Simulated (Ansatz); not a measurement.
MgCu₂O₄:
```xyz
28
Lattice="3.0537 0.0000 0.0000 0.0000 9.8531 0.0000 0.0000 0.0000 9.0585" Properties=species:S:1:pos:R:3 pbc="T T T"
Mg     2.6899     1.4990     2.2646
Mg     0.3638     8.3541     6.7939
Mg     2.6899     3.4275     6.7939
Mg     0.3638     6.4256     2.2646
Cu     1.0704     3.7956     0.6305
Cu     1.9833     6.0575     8.4280
Cu     1.9833     6.0575     5.1597
Cu     1.0704     3.7956     3.8988
Cu     1.0704     1.1309     8.4280
Cu     1.9833     8.7222     0.6305
Cu     1.9833     8.7222     3.8988
Cu     1.0704     1.1309     5.1597
O      1.9245     5.3671     3.4710
O      1.1292     4.4860     5.5876
O      1.1292     4.4860     8.0002
O      1.9245     5.3671     1.0583
O      1.9245     9.4125     5.5876
O      1.1292     0.4406     3.4710
O      1.1292     0.4406     1.0583
O      1.9245     9.4125     8.0002
O      0.0066     2.4633     4.5293
O      3.0471     7.3898     4.5293
O      3.0471     7.3898     0.0000
O      0.0066     2.4633     0.0000
O      1.1493     1.9753     6.7939
O      1.9044     7.8778     2.2646
O      1.1493     2.9512     2.2646
O      1.9044     6.9019     6.7939
```

Relaxed with r²SCAN. Special points in fractions of this cell's reciprocal vectors: Γ (0.000, 0.000, 0.000); X (0.500, 0.000, 0.000); S (0.500, 0.500, 0.000); Y (0.000, 0.500, 0.000); Z (0.000, 0.000, 0.500); U (0.500, 0.000, 0.500); R (0.500, 0.500, 0.500); T (0.000, 0.500, 0.500).

Task: List the band energies nearest the valence-band maximum at these points for r²SCAN (plane waves, PAW; program Ansatz).

Result: In eV from the valence-band maximum; about four levels below and three above (degenerate sets whole), none deeper than 8.9 eV; points with the same levels are listed once.

```
k                          below                above
-  -----------------------------  -------------------
Γ  -0.25 -0.25 -0.15 -0.13 -0.07       0.98 1.15 1.56
X        -0.33 -0.27 -0.17 -0.13       0.71 1.37 1.47
S        -0.41 -0.41 -0.17 -0.17  0.91 0.91 1.70 1.70
Y        -0.15 -0.15 -0.06 -0.06  1.06 1.06 1.63 1.63
Z          -0.04 -0.04 0.00 0.00  1.44 1.44 1.65 1.65
U        -0.23 -0.23 -0.20 -0.20  1.43 1.43 1.62 1.62
R        -0.27 -0.27 -0.27 -0.27  1.52 1.52 1.52 1.52
T        -0.01 -0.01 -0.01 -0.01  1.56 1.56 1.56 1.56
```

Space group Pbcm. The workflow started from a Materials Project entry (that database holds measured and hypothetical structures alike); the Crystallography Open Database copy checked does not list it. Its standing as an ambient phase is unchecked. Symmetry was held in the r²SCAN relaxation; its stability against distortions is not shown here. No spin polarisation was allowed. No Hubbard U is applied.

Potentials: the later of the program's two PAW sets.
